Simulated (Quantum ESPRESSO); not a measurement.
**Kohn-Sham bands of HfS2 (CdI2 type)**

```
CELL_PARAMETERS angstrom
      3.63966     0.00000     0.00000
     -1.81983     3.15204     0.00000
      0.00000     0.00000     6.05556
ATOMIC_POSITIONS crystal
  Hf 0.00000 0.00000 0.00000
  S  0.66667 0.33333 0.76395
  S  0.33333 0.66667 0.23605
```

Cell from Materials Project (mp-985829), symmetrised, no further relaxation. Not found in the COD (Crystallography Open Database) copy used; not checked further. Computed values, not measurements, from PBEsol: Quantum ESPRESSO (norm-conserving PseudoDojo potentials, cutoff 47 Ry, spinors with spin-orbit coupling) on a Γ-centred 6×6×4 mesh, then Wannier90. Density: 12×12×6 mesh, cold smearing 0.01 Ry. The cell is built of weakly bound layers, chains or molecules, whose nearest atoms lie 3.83 Å apart. Database cells relaxed without dispersion often hold them too far apart, which can enlarge gaps and weakens couplings between them; spacing and stacking were not compared with the measured crystal.

### Question
List the Kohn-Sham levels between −8 and 4.1 eV relative to the valence-band maximum at the high-symmetry points, as a band run of pw.x on that density gives them (levels within 2 meV counted together).

### Answer
```csv
point,k (reciprocal lattice),levels (eV)
Γ,0.000 0.000 0.000,"-4.63 (×2), -2.82 (×2), -2.79 (×2), -0.21 (×2), -0.05 (×2), 0.00 (×2), 1.90 (×2), 1.95 (×2), 2.66 (×2)"
M,0.500 0.000 0.000,"-4.87 (×2), -2.94 (×2), -2.50 (×2), -2.44 (×2), -1.83 (×2), -1.26 (×2), 1.23 (×2), 3.86 (×2)"
K,0.333 0.333 0.000,"-4.00 (×2), -3.62 (×2), -3.45 (×2), -2.12 (×2), -2.06 (×2), -1.66 (×2), 2.52 (×2), 3.55 (×2), 3.80 (×2)"
A,0.000 0.000 0.500,"-3.72 (×2), -2.80 (×2), -2.76 (×2), -1.68 (×2), -0.23 (×2), -0.09 (×2), 1.89 (×2), 1.91 (×2), 2.90 (×2)"
L,0.500 0.000 0.500,"-4.96 (×2), -3.40 (×2), -2.60 (×2), -2.33 (×2), -1.17 (×2), -0.88 (×2), 1.08 (×2), 3.88 (×2)"
H,0.333 0.333 0.500,"-3.80 (×2), -3.77 (×2), -3.59 (×2), -2.08 (×2), -1.81 (×2), -1.80 (×2), 2.68 (×2), 3.27 (×2), 3.50 (×2)"
```
